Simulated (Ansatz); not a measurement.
SrVO₃ (cubic perovskite)

Space group Pm-3m (No. 221); a = b = c = 3.858 Å, α = β = γ = 90.00°

```json
[
 {"atom": "Sr", "site": "1a", "symmetry": "m-3m", "x": "0.0000", "y": "0.0000", "z": "0.0000"},
 {"atom": "V", "site": "1b", "symmetry": "m-3m", "x": "0.5000", "y": "0.5000", "z": "0.5000"},
 {"atom": "O", "site": "3c", "symmetry": "4/mm.m", "x": "0.0000", "y": "0.5000", "z": "0.5000"}
]
```

Two coordinates are scanned: the volume, and the ratio of the stretch along z (the conventional c axis) to the stretch across it. Atoms keep their fractional coordinates.

Method: PBE (plane waves to 420 eV, PAW, scalar-relativistic; Ansatz, a quantum-chemistry and plane-wave program). k mesh 12×12×12 (Γ-centred), Fermi-Dirac smearing 0.05 eV. The energy includes the smearing's −TS. With partly filled bands, the response to shear is sensitive to the k mesh, so small differences along c/a are uncertain. SrVO3 is run without spin polarisation and with no Hubbard U. SrVO3 was relaxed with its symmetry unable to fall. The zero of ΔE is the relaxed starting cell.

What ΔE (meV/atom) does the calculation give at all points of the grid V/V₀ = 0.960, 0.980, 1.000, 1.020, 1.040 by (c/a)/(c/a)₀ = 0.880, 0.940, 1.000, 1.060, 1.120?

ΔE (meV/atom), with V/V₀ across and (c/a)/(c/a)₀ down:

```
(c/a)/(c/a)₀ \ V/V₀  0.960  0.980  1.000  1.020  1.040
-------------------  -----  -----  -----  -----  -----
0.880                  121    105     96     92     93
0.940                   35     25     20     21     27
1.000                   11      3      0      3     10
1.060                   30     20     16     17     23
1.120                   79     65     57     55     57
```

(Under strain, the slope of the energy per volume gives the stress and its curvature an elastic modulus.)
